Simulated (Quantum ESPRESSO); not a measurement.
# Mg3O2ClF: one run as intended and one with a planted mistake

A calculation, not a measurement. The program is pw.x of Quantum ESPRESSO 7.5 (plane-wave density functional theory). The cell is made up: 7 atoms on a rocksalt lattice with one site empty, with randomly drawn elements, strain and displacements, not relaxed. PseudoDojo standard norm-conserving files (v0.5 for PBE, v0.4.1 for LDA and PBEsol) set the functional; there is no spin polarisation, spin-orbit coupling or dispersion term, and the masses in the input are unused placeholders.

Intended input:

```
&control calculation='scf', pseudo_dir='./dojo.nc.sr.pbe.v0_5.standard.upf', outdir='./o', disk_io='medium', tprnfor=.true., tstress=.true. /
&system ibrav=0, nat=7, ntyp=4, nbnd=34, ecutwfc=84.00895049, nosym=.true., tot_charge=0,
 occupations='smearing', smearing='fd', degauss=0.0018374661
/
&electrons conv_thr=7.350e-09, electron_maxstep=60, /
ATOMIC_SPECIES
Cl 1.0 Cl.upf
F 1.0 F.upf
Mg 1.0 Mg.upf
O 1.0 O.upf
CELL_PARAMETERS angstrom
4.4081 0.0 0.0
0.0 4.4081 0.0
0.0 0.0 4.4081
ATOMIC_POSITIONS angstrom
Mg -0.0139 -0.0318 -0.1416
Mg 0.0477 2.1855 2.2227
Mg 2.2372 2.2052 -0.0384
O 2.2688 -0.0714 -0.0973
Cl 2.1673 2.2298 2.1266
O 4.4387 -0.0742 2.2422
F 4.3853 2.242 -0.0058
K_POINTS automatic
4 4 4 1 1 1
```

The log is shortened where brackets say so; the opening notice, blank lines, dates and the lines on written files are dropped, and the path of the files is cut. It prints rydbergs, bohrs and kilobars, and counts compression as positive stress. Where no state is partly filled, the Fermi energy that it prints is only some level between the filled and the empty states on the mesh, and need not lie in the true gap.

Log of the intended run:

```
     Program PWSCF v.7.5
     Parallel version (MPI & OpenMP), running on       1 processor cores
     Number of MPI processes:                 1
     Threads/MPI process:                     1
     [start-up lines left out]
     bravais-lattice index     =            0
     lattice parameter (alat)  =       8.3301  a.u.
     unit-cell volume          =     578.0307 (a.u.)^3
     number of atoms/cell      =            7
     number of atomic types    =            4
     number of electrons       =        56.00
     number of Kohn-Sham states=           34
     kinetic-energy cutoff     =      84.0090  Ry
     charge density cutoff     =     336.0358  Ry
     scf convergence threshold =      7.3E-09
     mixing beta               =       0.7000
     number of iterations used =            8  plain     mixing
     Exchange-correlation= PBE
                           (   1   4   3   4   0   0   0)
     [axes and pseudopotential details left out]
   Cartesian axes
     site n.     atom                  positions (alat units)
         1        Mg     tau(   1) = (  -0.0031533  -0.0072140  -0.0321227  )
         2        Mg     tau(   2) = (   0.0108210   0.4957918   0.5042308  )
         3        Mg     tau(   3) = (   0.5075202   0.5002609  -0.0087112  )
         4        O      tau(   4) = (   0.5146889  -0.0161975  -0.0220730  )
         5        Cl     tau(   5) = (   0.4916631   0.5058415   0.4824301  )
         6        O      tau(   6) = (   1.0069418  -0.0168326   0.5086545  )
         7        F      tau(   7) = (   0.9948277   0.5086092  -0.0013158  )
     number of k points=    32  Fermi-Dirac smearing, width (Ry)=  0.0018
                       cart. coord. in units 2pi/alat
        k(    1) = (   0.1250000   0.1250000   0.1250000), wk =   0.0625000
        k(    2) = (   0.1250000   0.1250000   0.3750000), wk =   0.0625000
     [further k points left out]
     Dense  grid:    60245 G-vectors     FFT dimensions: (  50,  50,  50)
     Estimated max dynamical RAM per process >      74.07 MB
     Initial potential from superposition of free atoms
     starting charge      55.9976, renormalised to      56.0000
     Starting wfcs are   31 randomized atomic wfcs +    3 random wfcs
     total cpu time spent up to now is        4.3 secs
     per-process dynamical memory:    52.1 Mb
     Self-consistent Calculation
     iteration #  1     ecut=    84.01 Ry     beta= 0.70
     Davidson diagonalization with overlap
     ethr =  1.00E-02,  avg # of iterations =  5.1
     total cpu time spent up to now is       15.4 secs
     total energy              =    -504.33929665 Ry
     estimated scf accuracy    <       1.59377909 Ry
     iteration #  2     ecut=    84.01 Ry     beta= 0.70
     Davidson diagonalization with overlap
     ethr =  2.85E-03,  avg # of iterations =  4.6
     total cpu time spent up to now is       26.8 secs
     total energy              =    -504.09612946 Ry
     estimated scf accuracy    <       4.63943096 Ry
     [iterations 3 to 9 left out]
     iteration # 10     ecut=    84.01 Ry     beta= 0.70
     Davidson diagonalization with overlap
     ethr =  6.53E-10,  avg # of iterations =  2.1
     total cpu time spent up to now is      112.0 secs
     total energy              =    -505.09829114 Ry
     estimated scf accuracy    <       0.00000002 Ry
     iteration # 11     ecut=    84.01 Ry     beta= 0.70
     Davidson diagonalization with overlap
     ethr =  4.14E-11,  avg # of iterations =  2.3
     total cpu time spent up to now is      121.2 secs
     End of self-consistent calculation
     [lines on levels left out]
     the Fermi energy is     9.0518 ev
!    total energy              =    -505.09829114 Ry
     estimated scf accuracy    <          1.8E-09 Ry
     smearing contrib. (-TS)   =       0.00000000 Ry
     internal energy E=F+TS    =    -505.09829114 Ry
     The total energy is F=E-TS. E is the sum of the following terms:
     one-electron contribution =    -291.75568001 Ry
     hartree contribution      =     158.23751171 Ry
     xc contribution           =     -84.89460199 Ry
     ewald contribution        =    -286.68552085 Ry
     convergence has been achieved in  11 iterations
     Forces acting on atoms (cartesian axes, Ry/au):
     atom    1 type  3   force =     0.00294946   -0.00075102    0.01831824
     atom    2 type  3   force =    -0.06253396   -0.00300959   -0.01076523
     atom    3 type  3   force =     0.00202528   -0.00160976   -0.02370030
     atom    4 type  4   force =    -0.00876159    0.01360422    0.01207505
     atom    5 type  1   force =     0.06176618   -0.00340832    0.02393184
     atom    6 type  4   force =    -0.00259944    0.01329568   -0.01594397
     atom    7 type  2   force =     0.00715407   -0.01812121   -0.00391563
     Total force =     0.102900     Total SCF correction =     0.000070
     Computing stress (Cartesian axis) and pressure
          total   stress  (Ry/bohr**3)                   (kbar)     P=       64.50
   0.00131524  -0.00000138  -0.00003325          193.48       -0.20       -4.89
  -0.00000138  -0.00135775  -0.00000333           -0.20     -199.73       -0.49
  -0.00003325  -0.00000333   0.00135789           -4.89       -0.49      199.75
     init_run     :      4.13s CPU      4.26s WALL (       1 calls)
     electrons    :    109.45s CPU    116.89s WALL (       1 calls)
     forces       :      1.22s CPU      1.25s WALL (       1 calls)
     stress       :      5.46s CPU      5.52s WALL (       1 calls)
     [timing details left out]
     PWSCF        :   2m 0.39s CPU   2m 8.18s WALL
     JOB DONE.
```

A second run has one planted mistake: the cell has the wrong charge. The input lines that differ, file-writing options aside:

```
- &system ibrav=0, nat=7, ntyp=4, nbnd=34, ecutwfc=84.00895049, nosym=.true., tot_charge=0,
+ &system ibrav=0, nat=7, ntyp=4, nbnd=35, ecutwfc=84.00895049, nosym=.true., tot_charge=-1,
```

Its log:

```
     Program PWSCF v.7.5
     Parallel version (MPI & OpenMP), running on       1 processor cores
     Number of MPI processes:                 1
     Threads/MPI process:                     1
     [start-up lines left out]
     bravais-lattice index     =            0
     lattice parameter (alat)  =       8.3301  a.u.
     unit-cell volume          =     578.0307 (a.u.)^3
     number of atoms/cell      =            7
     number of atomic types    =            4
     number of electrons       =        57.00
     number of Kohn-Sham states=           35
     kinetic-energy cutoff     =      84.0090  Ry
     charge density cutoff     =     336.0358  Ry
     scf convergence threshold =      7.3E-09
     mixing beta               =       0.7000
     number of iterations used =            8  plain     mixing
     Exchange-correlation= PBE
                           (   1   4   3   4   0   0   0)
     [axes and pseudopotential details left out]
   Cartesian axes
     site n.     atom                  positions (alat units)
         1        Mg     tau(   1) = (  -0.0031533  -0.0072140  -0.0321227  )
         2        Mg     tau(   2) = (   0.0108210   0.4957918   0.5042308  )
         3        Mg     tau(   3) = (   0.5075202   0.5002609  -0.0087112  )
         4        O      tau(   4) = (   0.5146889  -0.0161975  -0.0220730  )
         5        Cl     tau(   5) = (   0.4916631   0.5058415   0.4824301  )
         6        O      tau(   6) = (   1.0069418  -0.0168326   0.5086545  )
         7        F      tau(   7) = (   0.9948277   0.5086092  -0.0013158  )
     number of k points=    32  Fermi-Dirac smearing, width (Ry)=  0.0018
                       cart. coord. in units 2pi/alat
        k(    1) = (   0.1250000   0.1250000   0.1250000), wk =   0.0625000
        k(    2) = (   0.1250000   0.1250000   0.3750000), wk =   0.0625000
     [further k points left out]
     Dense  grid:    60245 G-vectors     FFT dimensions: (  50,  50,  50)
     Estimated max dynamical RAM per process >      74.66 MB
     Initial potential from superposition of free atoms
     starting charge      55.9976, renormalised to      57.0000
     Starting wfcs are   31 randomized atomic wfcs +    4 random wfcs
     total cpu time spent up to now is        3.5 secs
     per-process dynamical memory:    46.2 Mb
     Self-consistent Calculation
     iteration #  1     ecut=    84.01 Ry     beta= 0.70
     Davidson diagonalization with overlap
     ethr =  1.00E-02,  avg # of iterations =  5.4
     total cpu time spent up to now is       13.9 secs
     total energy              =    -503.65762078 Ry
     estimated scf accuracy    <       1.38462565 Ry
     iteration #  2     ecut=    84.01 Ry     beta= 0.70
     Davidson diagonalization with overlap
     ethr =  2.43E-03,  avg # of iterations =  3.8
     total cpu time spent up to now is       22.9 secs
     total energy              =    -503.61629972 Ry
     estimated scf accuracy    <       3.25503087 Ry
     [iterations 3 to 9 left out]
     iteration # 10     ecut=    84.01 Ry     beta= 0.70
     Davidson diagonalization with overlap
     ethr =  3.02E-10,  avg # of iterations =  2.4
     total cpu time spent up to now is      102.6 secs
     total energy              =    -504.31060416 Ry
     estimated scf accuracy    <       0.00000006 Ry
     iteration # 11     ecut=    84.01 Ry     beta= 0.70
     Davidson diagonalization with overlap
     ethr =  9.79E-11,  avg # of iterations =  2.0
     total cpu time spent up to now is      111.7 secs
     End of self-consistent calculation
     [lines on levels left out]
     the Fermi energy is    11.2405 ev
!    total energy              =    -504.31060417 Ry
     estimated scf accuracy    <          6.1E-10 Ry
     smearing contrib. (-TS)   =      -0.00104887 Ry
     internal energy E=F+TS    =    -504.30955529 Ry
     The total energy is F=E-TS. E is the sum of the following terms:
     one-electron contribution =    -290.65454809 Ry
     hartree contribution      =     158.72126923 Ry
     xc contribution           =     -85.69075558 Ry
     ewald contribution        =    -286.68552085 Ry
     convergence has been achieved in  11 iterations
     Forces acting on atoms (cartesian axes, Ry/au):
     atom    1 type  3   force =     0.00397951    0.00302023    0.01548643
     atom    2 type  3   force =    -0.06013523   -0.00577148   -0.01073111
     atom    3 type  3   force =     0.00052018   -0.00470143   -0.02526644
     atom    4 type  4   force =    -0.00580863    0.00677944    0.01186968
     atom    5 type  1   force =     0.06502287   -0.00612450    0.02112992
     atom    6 type  4   force =    -0.00283239    0.00657835   -0.01857603
     atom    7 type  2   force =    -0.00074630    0.00021940    0.00608755
     Total force =     0.100284     Total SCF correction =     0.000056
     Computing stress (Cartesian axis) and pressure
          total   stress  (Ry/bohr**3)                   (kbar)     P=      370.47
   0.00331714  -0.00000902  -0.00003102          487.97       -1.33       -4.56
  -0.00000902   0.00087857   0.00000831           -1.33      129.24        1.22
  -0.00003102   0.00000831   0.00335941           -4.56        1.22      494.19
     init_run     :      3.17s CPU      3.42s WALL (       1 calls)
     electrons    :     99.15s CPU    108.22s WALL (       1 calls)
     forces       :      1.44s CPU      1.48s WALL (       1 calls)
     stress       :      6.49s CPU      6.55s WALL (       1 calls)
     [timing details left out]
     PWSCF        :   1m50.39s CPU   1m59.95s WALL
     JOB DONE.
```

|  | intended run | run with the mistake |
| --- | --- | --- |
| free energy (eV) | -6872.212 | -6861.495 |
| smearing term -TS (eV) | 0.0000 | -0.0143 |
| pressure (GPa) | 6.45 | 37.05 |
| largest force component (eV/Å) | 1.608 | 1.672 |
| largest change of a force component (eV/Å) |  | 0.472 |
| iterations | 11 | 11 |

For scale, a rerun of the intended cell at 1437 eV and a 6 x 6 x 6 mesh moved values by no more than 0.003 eV in energy, 0.04 GPa in stress and 0.003 eV/Å in force. The charged cell sits in a uniform background, so its energy and stress rest on the program's zero of potential. The number of bands, nbnd, was set by rule from the electron count and the smearing, so it follows the mistake.